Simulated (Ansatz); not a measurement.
KMgF3 (cubic perovskite), relaxed with HSE06 (Ansatz, a program for electronic structure, plane waves, PAW): a = b = c = 4.005 Å, α = β = γ = 90.00°.

* **gap (eV)**: 9.46
* **B₀ by P(V) fit (GPa)**: 73.0

Q: The same phase is relaxed and computed with PBE in the same code. What are the cell and these values now?

A: a = b = c = 4.054 Å, α = β = γ = 90.00°.

- gap (eV) = 6.96
- B₀ by P(V) fit (GPa) = 66.2

All cells were relaxed under the symmetry of their starts (and spin orders); stability against distortions was not tested throughout.

Potentials: the later of the program's two PAW sets.

Ansatz is a plane-wave DFT program.
